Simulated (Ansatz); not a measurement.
**ScPt: computed DOS**

```
CELL_PARAMETERS angstrom
3.27000 0.00000 0.00000
0.00000 3.27000 0.00000
0.00000 0.00000 3.27000
ATOMIC_POSITIONS crystal
Sc 0.50000 0.50000 0.50000
Pt 0.00000 0.00000 0.00000
```

The cell comes from COD entry 1537628, which wasn't checked; take it as a given geometry.

Spin polarisation is left out, and whether a magnetic state lies lower isn't shown here.

Spin–orbit coupling is left out, though it moves levels of the heavy atoms by tenths of an eV or more.

Level of theory: Ansatz 0.2.0, DFT, LDA, all-electron LAPW, scalar-relativistic.

Sampling and basis: a Γ-centred 10×10×10 k mesh, Fermi–Dirac smearing of 0.05 eV, basis error target 0.25 meV/atom, no spin polarisation.

States per eV and cell, averaged over 0.6 eV, from -8.2 to 3.0 eV, with energies (bin centres) from the Fermi level; empty bins are left out. The partial columns, the largest 3 alone, are projections on Löwdin-orthogonalised atomic shells (those that the program's projection atoms carry: the occupied ones and, for some elements, an empty d or f shell; other empty shells have no column), summed over atoms of an element. Weights on diffuse s and p shells depend on that basis and aren't pure angular character.

| E (eV) | total | Pt 5d | Sc 3d | Pt 6s |
| --- | --- | --- | --- | --- |
| -8.0 | 0.04 | 0.00 | 0.00 | 0.02 |
| -7.4 | 0.15 | 0.00 | 0.00 | 0.06 |
| -6.8 | 0.25 | 0.01 | 0.01 | 0.11 |
| -6.2 | 0.42 | 0.05 | 0.02 | 0.20 |
| -5.6 | 1.24 | 0.40 | 0.19 | 0.48 |
| -5.0 | 2.00 | 1.35 | 0.30 | 0.20 |
| -4.4 | 3.45 | 2.81 | 0.40 | 0.07 |
| -3.8 | 4.29 | 3.56 | 0.52 | 0.09 |
| -3.2 | 4.46 | 3.83 | 0.38 | 0.13 |
| -2.6 | 2.05 | 1.56 | 0.24 | 0.09 |
| -2.0 | 0.93 | 0.52 | 0.18 | 0.08 |
| -1.4 | 0.68 | 0.30 | 0.21 | 0.09 |
| -0.8 | 0.83 | 0.31 | 0.30 | 0.10 |
| -0.2 | 1.18 | 0.29 | 0.54 | 0.07 |
| 0.4 | 1.73 | 0.29 | 1.12 | 0.04 |
| 1.0 | 2.95 | 0.39 | 2.24 | 0.05 |
| 1.6 | 2.82 | 0.23 | 2.39 | 0.05 |
| 2.2 | 1.76 | 0.12 | 1.54 | 0.02 |
| 2.8 | 2.48 | 0.20 | 2.16 | 0.02 |

**Question.** Which of the resolved shells contributes most within 0.3 eV of the Fermi level?

**Answer.** Sc 3d, with 52 % of all states there; Pt 5d follows with 21 %.

**Question.** Where is the centre of the filled Pt 5d states between -14 eV and the top of the filled states?

**Answer.** -3.57 eV from the Fermi level.
